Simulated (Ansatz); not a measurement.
CoSn₃:
```cif
data_Co8Sn24
_chemical_formula_sum 'Co8 Sn24'
_space_group_name_H-M_alt 'Cmce'
_space_group_IT_number 64
_space_group_name_Hall '-C 2ac 2'
_cell_length_a 16.75071
_cell_length_b 6.20060
_cell_length_c 6.21343
_cell_angle_alpha 90.000
_cell_angle_beta 90.000
_cell_angle_gamma 90.000
loop_
_atom_site_label
_atom_site_type_symbol
_atom_site_symmetry_multiplicity
_atom_site_Wyckoff_symbol
_atom_site_fract_x
_atom_site_fract_y
_atom_site_fract_z
_atom_site_occupancy
Co1 Co 8 d 0.42030 0.00000 0.00000 1
Sn1 Sn 8 f 0.00000 0.16357 0.16321 1
Sn2 Sn 16 g 0.16508 0.31752 0.31837 1
```
(The calculation used a cell of 16 atoms; values per cell refer to that cell.)

Relaxed at zero pressure with plane-wave PAW PBEsol (Ansatz code).

Q: The volume is lowered by 3 % and shape and atoms relax at that volume. What pressure results, and how do the axes share the change?

A: 2.9 GPa; a -1.2 %, b -1.0 %, c -0.9 %; the energy rises by 5 meV/atom.

Q: Give the new structure.

A: 
Space group Cmce (No. 64); a = 16.5481 Å, b = 6.1410 Å, c = 6.1600 Å, α = 90.00°, β = 90.00°, γ = 90.00°

| atom | site | symmetry | x | y | z |
|---|---|---|---|---|---|
| Co | 8d | 2.. | 0.4198 | 0.0000 | 0.0000 |
| Sn | 8f | m.. | 0.0000 | 0.1635 | 0.1633 |
| Sn | 16g | 1 | 0.1656 | 0.3195 | 0.3206 |

The phase is kept; no other phase was compared at this pressure.

The workflow started from a Materials Project entry (that database holds measured and hypothetical structures alike); the Crystallography Open Database copy checked does not list it. Whether it is the stable phase at ambient conditions was not checked. The cell was relaxed with PBEsol under the symmetry of its start; whether a distortion lowers the energy is not shown. No spin polarisation was allowed. Axis ratios of metals converge slowly with the k-mesh, so a and c are less sure than the volume. Spin–orbit coupling is left out wherever it is not named.

Potentials: the later of the program's two PAW sets.
